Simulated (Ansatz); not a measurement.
The cell below belongs to a search over invented structures; it isn't taken from experiment.

Input and command of a plane-wave DFT calculation in Ansatz:

```yaml
crystal:
  lattice:
    - [0.0, 5.306, 5.306]
    - [5.306, 0.0, 5.306]
    - [5.306, 5.306, 0.0]
  atoms:
    - { symbol: Li, position: [0.25, 0.25, 0.25] }
    - { symbol: Li, position: [0.75, 0.75, 0.75] }
    - { symbol: "Y", position: [0.0, 0.0, 0.0] }
    - { symbol: Cr, position: [0.5, 0.5, 0.5], spin: 3.0 }
    - { symbol: C, position: [0.80154542, 0.19845458, 0.19845458] }
    - { symbol: C, position: [0.19845458, 0.80154542, 0.19845458] }
    - { symbol: C, position: [0.19845458, 0.19845458, 0.80154542] }
    - { symbol: C, position: [0.19845458, 0.80154542, 0.80154542] }
    - { symbol: C, position: [0.80154542, 0.19845458, 0.80154542] }
    - { symbol: C, position: [0.80154542, 0.80154542, 0.19845458] }
    - { symbol: "N", position: [0.69129288, 0.30870712, 0.30870712] }
    - { symbol: "N", position: [0.30870712, 0.69129288, 0.30870712] }
    - { symbol: "N", position: [0.30870712, 0.30870712, 0.69129288] }
    - { symbol: "N", position: [0.30870712, 0.69129288, 0.69129288] }
    - { symbol: "N", position: [0.69129288, 0.30870712, 0.69129288] }
    - { symbol: "N", position: [0.69129288, 0.69129288, 0.30870712] }
basis:
  ecutwfc: 420
kpoints:
  mp_grid: { grid: [4, 4, 4] }
hamiltonian:
  xc: pbe
scf:
  occupations: { method: gaussian, width: 0.1 }
  lower_state_search: "off"
output:
  forces: true
  stress: true
  eigenvalues: true
  populations: true
magnetization:
  spin_polarized: true
relax:
  adjacent_minimum: "off"
  f_tol: 0.04
  max_steps: 70
  cell: { stress_tol: 0.4 }
```

```bash
ansatz run input.yaml --threads 1 --pin off --max-ram 2560MiB --backend cpu --events-out ev --progress --plain --runs-dir out
```

Processor: Intel(R) Xeon(R) Platinum 8259CL CPU @ 2.50GHz (Skylake/Cascade Lake), 1 thread, on a host shared with other jobs.

Task: Estimate time, memory and problem size.

Result: About 5.2 min, peak memory 0.91 GiB. It solves 60 bands at 8 k points (after reduction by symmetry) with about 6735 plane waves (on the last cell), in 97 SCF iterations over 9 ionic steps.
